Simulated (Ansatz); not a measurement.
CaO (rock salt, Fm-3m), plane-wave PAW r²SCAN (Ansatz code): ε∞ = 3.52, cell volume 27.57 Å³. Infrared-active transverse modes:

| ω_TO (cm⁻¹) | oscillator strength S_xx (e²/amu) |
|---|---|
| 284.1 | 0.4734 |

Task: Compute the static dielectric constant.

Result: Each mode adds (4.921e7/V) S/ω²: 10.47. So ε0 = 14.0.

Task: What LO frequency does the Lyddane–Sachs–Teller relation give?

Result: ω_LO = ω_TO √(ε0/ε∞) = 566 cm⁻¹.

The cell was relaxed with r²SCAN under the symmetry of its start; phonons on a q-mesh show no instability.

Potentials: the earlier of the program's two PAW sets.
